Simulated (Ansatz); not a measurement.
Al:
```yaml
crystal:
  lattice:
    - [0.00000, 1.99113, 1.99113]
    - [1.99113, 0.00000, 1.99113]
    - [1.99113, 1.99113, 0.00000]
  atoms:
    - { symbol: Al, position: [0.00000, 0.00000, 0.00000] }
```

Relaxed with DFT-PBE+D3(BJ) in the program Ansatz with PAW potentials. Indices refer to the conventional cell of Fm-3m, a = 3.9823 Å, b = 3.9823 Å, c = 3.9823 Å, α = 90.00°, β = 90.00°, γ = 90.00°.

Task: Simulate the powder diffraction pattern (Co Kα, λ = 1.79026 Å; lines above 1 %) up to 2θ = 90°.

Result: Simulated powder pattern, Co Kα, λ = 1.79026 Å (kinematic, ideal powder, no thermal factors, no anomalous dispersion; the 30 strongest lines at most, above 1 %, up to 2θ = 90°):

| 2θ (°) | d (Å) | I/Imax (%) | hkl |
|---|---|---|---|
| 45.83 | 2.299 | 100 | (111) |
| 53.43 | 1.991 | 48 | (200) |
| 78.95 | 1.408 | 31 | (220) |

Symmetry was held in the PBE+D3(BJ) relaxation. The pairwise dispersion correction was not fitted to metals.

Potentials: the later of the program's two PAW sets.
